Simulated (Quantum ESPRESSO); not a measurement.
HfSn4Ti3, input and log of a self-consistent run

A calculation, not a measurement. The program is pw.x of Quantum ESPRESSO 7.5 (plane-wave density functional theory). The cell is made up: eight metal atoms on a face-centred cubic lattice, with elements, volume, strain and displacements drawn at random and not relaxed, so it may be unstable or far from any real phase. PseudoDojo standard norm-conserving files set the functional (PBE unless stated); there is no spin polarisation or spin-orbit coupling, the Fermi-Dirac width of 0.25 eV means electrons at about 2900 K, and the masses in the input are unused placeholders. The tin pseudopotential is less sure than most, with forces differing by about three percent from a second method on plain tin. Heavy elements are run without spin-orbit coupling, which real alloys of them have. A spin test at this wide smearing found no moment, but such smearing suppresses magnetism that the real alloy may have.

Input:

```
&control calculation='scf', pseudo_dir='./dojo.nc.sr.pbe.v0_5.standard.upf', outdir='./o', disk_io='minimal', tprnfor=.true., tstress=.true. /
&system ibrav=0, nat=8, ntyp=3, nbnd=65, ecutwfc=84.00895049, nosym=.true., tot_charge=0,
 occupations='smearing', smearing='fd', degauss=0.0183746611
/
&electrons conv_thr=1.470e-08, electron_maxstep=70, mixing_beta=0.5 /
ATOMIC_SPECIES
Hf 1.0 Hf.upf
Sn 1.0 Sn.upf
Ti 1.0 Ti.upf
CELL_PARAMETERS angstrom
-0.0079 -2.1113 -2.1532
-4.253 2.0726 -2.1304
6.4874 6.3728 -4.3216
ATOMIC_POSITIONS angstrom
Hf -0.0338 -0.0479 0.0302
Sn 0.017 2.1582 -2.1934
Ti 0.0697 4.1103 -4.2373
Sn 4.1997 4.3575 -4.242
Sn -2.1267 0.0028 -2.1119
Ti -2.0561 2.1274 -4.1877
Sn 2.158 2.1355 -4.2285
Ti 2.2385 4.1118 -6.4353
K_POINTS automatic
8 5 3 1 1 1
```

The log is shortened where brackets say so; the opening notice, blank lines, dates and the lines on written files are dropped, and the path of the files is cut. It prints rydbergs, bohrs and kilobars, and counts compression as positive stress. Its total energy is the free energy E - TS of the whole cell.

```
     Program PWSCF v.7.5
     Parallel version (MPI & OpenMP), running on       4 processor cores
     Number of MPI processes:                 4
     Threads/MPI process:                     1
     [start-up lines left out]
     bravais-lattice index     =            0
     lattice parameter (alat)  =       5.6987  a.u.
     unit-cell volume          =    1047.7412 (a.u.)^3
     number of atoms/cell      =            8
     number of atomic types    =            3
     number of electrons       =       104.00
     number of Kohn-Sham states=           65
     kinetic-energy cutoff     =      84.0090  Ry
     charge density cutoff     =     336.0358  Ry
     scf convergence threshold =      1.5E-08
     mixing beta               =       0.5000
     number of iterations used =            8  plain     mixing
     Exchange-correlation= PBE
                           (   1   4   3   4   0   0   0)
     [axes and pseudopotential details left out]
   Cartesian axes
     site n.     atom                  positions (alat units)
         1        Hf     tau(   1) = (  -0.0112083  -0.0158840   0.0100145  )
         2        Sn     tau(   2) = (   0.0056373   0.7156754  -0.7273480  )
         3        Ti     tau(   3) = (   0.0231130   1.3630066  -1.4051207  )
         4        Sn     tau(   4) = (   1.3926523   1.4449800  -1.4066793  )
         5        Sn     tau(   5) = (  -0.7052298   0.0009285  -0.7003220  )
         6        Ti     tau(   6) = (  -0.6818183   0.7054619  -1.3886730  )
         7        Sn     tau(   7) = (   0.7156091   0.7081480  -1.4022026  )
         8        Ti     tau(   8) = (   0.7423035   1.3635040  -2.1339942  )
     number of k points=    60  Fermi-Dirac smearing, width (Ry)=  0.0184
                       cart. coord. in units 2pi/alat
        k(    1) = (  -0.0097590   0.0176984  -0.1048511), wk =   0.0333333
        k(    2) = (  -0.1257878  -0.1006624   0.0116322), wk =   0.0333333
     [further k points left out]
     Dense  grid:   109051 G-vectors     FFT dimensions: (  36,  60, 120)
     Estimated max dynamical RAM per process >     384.42 MB
     Estimated total dynamical RAM >       1.42 GB
     Initial potential from superposition of free atoms
     starting charge     103.9872, renormalised to     104.0000
     Starting wfcs are   76 randomized atomic wfcs
     total cpu time spent up to now is        7.0 secs
     per-process dynamical memory:   311.1 Mb
     Self-consistent Calculation
     iteration #  1     ecut=    84.01 Ry     beta= 0.50
     Davidson diagonalization with overlap
     ethr =  1.00E-02,  avg # of iterations =  2.1
     Threshold (ethr) on eigenvalues was too large:
     Diagonalizing with lowered threshold
     Davidson diagonalization with overlap
     ethr =  5.40E-04,  avg # of iterations =  4.1
     total cpu time spent up to now is       34.9 secs
     total energy              =   -1099.20427569 Ry
     estimated scf accuracy    <       0.55308016 Ry
     iteration #  2     ecut=    84.01 Ry     beta= 0.50
     Davidson diagonalization with overlap
     ethr =  5.32E-04,  avg # of iterations =  8.6
     total cpu time spent up to now is       57.6 secs
     total energy              =   -1098.61518351 Ry
     estimated scf accuracy    <      12.30876624 Ry
     iteration #  3     ecut=    84.01 Ry     beta= 0.50
     Davidson diagonalization with overlap
     ethr =  5.32E-04,  avg # of iterations =  7.7
     total cpu time spent up to now is       79.8 secs
     total energy              =   -1099.31020844 Ry
     estimated scf accuracy    <       2.20586476 Ry
     iteration #  4     ecut=    84.01 Ry     beta= 0.50
     Davidson diagonalization with overlap
     ethr =  5.32E-04,  avg # of iterations =  3.4
     total cpu time spent up to now is       94.2 secs
     total energy              =   -1099.41649315 Ry
     estimated scf accuracy    <       0.74704997 Ry
     iteration #  5     ecut=    84.01 Ry     beta= 0.50
     Davidson diagonalization with overlap
     ethr =  5.32E-04,  avg # of iterations =  1.8
     total cpu time spent up to now is      106.5 secs
     total energy              =   -1099.43737636 Ry
     estimated scf accuracy    <       0.53006485 Ry
     [iterations 6 to 13 left out]
     iteration # 14     ecut=    84.01 Ry     beta= 0.50
     Davidson diagonalization with overlap
     ethr =  5.64E-10,  avg # of iterations =  1.9
     total cpu time spent up to now is      244.2 secs
     total energy              =   -1099.47442092 Ry
     estimated scf accuracy    <       0.00000010 Ry
     iteration # 15     ecut=    84.01 Ry     beta= 0.50
     Davidson diagonalization with overlap
     ethr =  9.97E-11,  avg # of iterations =  2.1
     total cpu time spent up to now is      257.2 secs
     total energy              =   -1099.47442092 Ry
     estimated scf accuracy    <       0.00000003 Ry
     iteration # 16     ecut=    84.01 Ry     beta= 0.50
     Davidson diagonalization with overlap
     ethr =  2.43E-11,  avg # of iterations =  5.0
     total cpu time spent up to now is      272.0 secs
     total energy              =   -1099.47442092 Ry
     estimated scf accuracy    <       0.00000006 Ry
     iteration # 17     ecut=    84.01 Ry     beta= 0.50
     Davidson diagonalization with overlap
     ethr =  2.43E-11,  avg # of iterations =  1.8
     total cpu time spent up to now is      284.2 secs
     total energy              =   -1099.47442093 Ry
     estimated scf accuracy    <       0.00000002 Ry
     iteration # 18     ecut=    84.01 Ry     beta= 0.50
     Davidson diagonalization with overlap
     ethr =  1.60E-11,  avg # of iterations =  1.1
     total cpu time spent up to now is      295.9 secs
     End of self-consistent calculation
     [lines on levels left out]
!    total energy              =   -1099.47442093 Ry
     estimated scf accuracy    <          9.9E-10 Ry
     smearing contrib. (-TS)   =      -0.10907866 Ry
     internal energy E=F+TS    =   -1099.36534226 Ry
     The total energy is F=E-TS. E is the sum of the following terms:
     one-electron contribution =    -276.54908491 Ry
     hartree contribution      =     203.42472582 Ry
     xc contribution           =    -258.03470482 Ry
     ewald contribution        =    -768.20627836 Ry
     convergence has been achieved in  18 iterations
     Forces acting on atoms (cartesian axes, Ry/au):
     atom    1 type  1   force =     0.01492266    0.01898353   -0.00210681
     atom    2 type  2   force =     0.00716625   -0.01900691    0.02907271
     atom    3 type  3   force =    -0.01556294    0.03062187   -0.01818605
     atom    4 type  2   force =     0.06802484   -0.05112168    0.01969320
     atom    5 type  2   force =    -0.03226917    0.00080956   -0.01185933
     atom    6 type  3   force =    -0.01365936    0.00532723   -0.02201147
     atom    7 type  2   force =     0.01657232   -0.01444844    0.00563383
     atom    8 type  3   force =    -0.04519459    0.02883485   -0.00023608
     Total force =     0.127498     Total SCF correction =     0.000168
     Computing stress (Cartesian axis) and pressure
          total   stress  (Ry/bohr**3)                   (kbar)     P=      100.95
   0.00060007   0.00022040  -0.00028390           88.27       32.42      -41.76
   0.00022040   0.00078018   0.00011470           32.42      114.77       16.87
  -0.00028390   0.00011470   0.00067841          -41.76       16.87       99.80
     init_run     :      6.42s CPU      6.73s WALL (       1 calls)
     electrons    :    287.44s CPU    288.87s WALL (       1 calls)
     forces       :      2.29s CPU      2.31s WALL (       1 calls)
     stress       :      7.90s CPU      8.09s WALL (       1 calls)
     [timing details left out]
     PWSCF        :   5m 4.39s CPU   5m 6.36s WALL
     JOB DONE.
```

In other units: free energy -14959.112 eV for the cell, pressure 10.09 GPa, largest force component 1.749 eV/Å in size. The run took 308 s of wall time with four MPI processes on a shared machine (Intel Xeon, 2023 or later, virtual cores), so the time is rough. A rerun of this cell at a higher cutoff and on a denser mesh moved values by no more than 0.008 eV in energy, 0.09 GPa in stress and 0.007 eV/Å in force, and a second program with other atomic files agreed on that cell to 2 % rms in force and 0.5 GPa in pressure.